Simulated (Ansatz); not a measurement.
This cell of Sc (hcp, Mg type) is off equilibrium:

```
CELL_PARAMETERS angstrom
      6.63885     0.00000     0.00000
     -1.65971     2.87471     0.00000
      0.00000     0.00000     5.16637
ATOMIC_POSITIONS crystal
  Sc 0.16667 0.66667 0.70484
  Sc 0.66667 0.66667 0.79516
  Sc 0.33333 0.33333 0.20484
  Sc 0.83333 0.33333 0.29516
```

Method: PBE (plane waves to 420 eV, PAW, scalar-relativistic; Ansatz, a program for electronic structure). k mesh 8×16×9 (Γ-centred), Fermi-Dirac smearing 0.05 eV. Compression counts positive. With partly filled bands, energies and forces of such displacements shift with the k mesh and the smearing. Sc is run without spin polarisation. Sc was relaxed with its symmetry unable to fall.

### Question
What forces act on the atoms (eV/Å, Cartesian)?

### Answer
```csv
atom,Fx,Fy,Fz
Sc1,0.295,0.170,0.709
Sc2,0.295,0.170,-0.709
Sc3,-0.295,-0.170,0.709
Sc4,-0.295,-0.170,-0.709
```

### Question
Give the stress tensor in GPa and the pressure.

### Answer
```
   -0.2      0.3      0.0
    0.3     -0.6      0.0
    0.0      0.0      1.9
```
The pressure, a third of the trace, is 0.4 GPa.

(For displaced atoms, the force is minus the slope of the energy, and its curvature is a force constant, which sets phonon frequencies.)
